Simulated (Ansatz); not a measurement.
Relaxed Pt (fcc, Cu type):

```
Pt
1.0
    3.97027     0.00000     0.00000
    0.00000     3.97027     0.00000
    0.00000     0.00000     3.97027
Pt
4
Direct
  0.00000   0.00000   0.00000
  0.50000   0.50000   0.00000
  0.50000   0.00000   0.50000
  0.00000   0.50000   0.50000
```

In this cell atom 1 (Pt, nearest neighbour Pt at 2.807 Å; its periodic images, 4.0 Å or more away, move with it) is moved by s along Cartesian [111], unit vector (0.577, 0.577, 0.577); all other atoms and the cell stay fixed.

Level of theory: PBE (plane waves to 420 eV, PAW, scalar-relativistic; Ansatz, a quantum-chemistry and plane-wave program). k mesh 10×10×10 (Γ-centred), Fermi-Dirac smearing 0.05 eV. The energy includes the smearing's −TS. With partly filled bands, energies and forces of such displacements shift with the k mesh and the smearing. Pt is run without spin polarisation. Pt was relaxed with its symmetry unable to fall. Spin-orbit coupling is left out, though Pt is heavy. The zero of ΔE is the undisplaced structure.

The scan covers s from -0.840 to 0.840 Å in 11 points.

### Question
Is the energy the same for equal positive and negative displacements?

### Answer
Even: the same for both signs. With its periodic images moving along, the atom's site symmetry in this cell is m-3m.

### Question
What is the energy change at s = 0.840 Å?

### Answer
6156 meV/cell.

### Question
What force acts on the atom along the line at s = -0.840 Å?

### Answer
20.6 eV/Å.

### Question
What is the force constant k = d²E/ds² of this move at s = 0?

### Answer
11.1 eV/Å².

(A displaced cell: forces are minus the slopes of the energy, force constants its curvatures, and phonons follow from these.)
